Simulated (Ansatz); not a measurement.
Lu (hcp, Mg type)

```xyz
2
Lattice="3.5043 0.0000 0.0000 -1.7521 3.0348 0.0000 0.0000 0.0000 5.4522" Properties=species:S:1:pos:R:3 pbc="T T T"
Lu     0.0000     2.0232     4.0892
Lu     1.7521     1.0116     1.3631
```

The slice is a (1 -1 0 0) plane (indices of the conventional cell) through the point (0.667, 0.333, 0.250) (fractional), spanned by u = [110] and v = [001] in vectors of this cell: u (3.50 Å) and v (5.45 Å, at 90° to u). It covers one period; positions are fractions (u, v).

The numbers are results of r2SCAN (plane waves to 500 eV, PAW, scalar-relativistic; Ansatz, a quantum-chemistry and plane-wave program), not measurements. k mesh 15×15×9. Inside the PAW spheres the values are not all-electron values, and peaks at nuclei hang on which shells count as valence. Lu is run without spin polarisation. Lu was relaxed with its symmetry unable to fall.

Task: What is the ELF at the midpoint of the shortest Lu–Lu line in this plane (3.50 Å)?

Result: 0.3.

Task: What is the valence density on the shortest Lu–Lu line in this plane (3.50 Å), at its midpoint?

Result: 0.12 e/Å³.

Task: Predict the map of the electron localisation function (ELF) on the slice.

Result: 
```
v \ u  0.00  0.15  0.31  0.46  0.62  0.77  0.92
-----  ----  ----  ----  ----  ----  ----  ----
0.90   0.86  0.71  0.10  0.36  0.14  0.35  0.84
0.80   0.20  0.11  0.20  0.50  0.39  0.10  0.16
0.70   0.42  0.41  0.28  0.19  0.22  0.36  0.42
0.60   0.71  0.46  0.10  0.12  0.10  0.20  0.66
0.50   0.72  0.38  0.10  0.28  0.18  0.13  0.65
0.40   0.71  0.46  0.10  0.12  0.10  0.20  0.66
0.30   0.42  0.41  0.28  0.19  0.22  0.36  0.42
0.20   0.20  0.11  0.20  0.50  0.39  0.10  0.16
0.10   0.86  0.71  0.10  0.36  0.14  0.35  0.84
0.00      x  0.86  0.19  0.23  0.09  0.66     x
```

Values: electron localisation function (ELF). Points within 0.5 Å of a nucleus are blanked (x), as the pseudised field means little there.
